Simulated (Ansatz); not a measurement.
Cr (bcc (W type), Im-3m), a = b = c = 2.788 Å, α = β = γ = 90.00°; the cell used has 1 atom.

Relaxed with DFT-LDA in the program Ansatz with PAW potentials. Indices refer to the conventional cell of Im-3m, a = 2.7883 Å, b = 2.7883 Å, c = 2.7883 Å, α = 90.00°, β = 90.00°, γ = 90.00°.

### Question
Simulate the powder diffraction pattern (Ag Kα, λ = 0.560885 Å; lines above 1 %) up to 2θ = 30°.

### Answer
Simulated powder pattern, Ag Kα, λ = 0.560885 Å (kinematic, ideal powder, no thermal factors, no anomalous dispersion; the 30 strongest lines at most, above 1 %, up to 2θ = 30°):

| 2θ (°) | d (Å) | I/Imax (%) | hkl |
|---|---|---|---|
| 16.35 | 1.972 | 100 | (110) |
| 23.21 | 1.394 | 16 | (200) |
| 28.52 | 1.138 | 30 | (211) |

Symmetry was held in the LDA relaxation. The workflow began spin-polarised and lost its moments. Textbook magnetic order: a spin-density-wave antiferromagnet.

Potentials: the later of the program's two PAW sets.
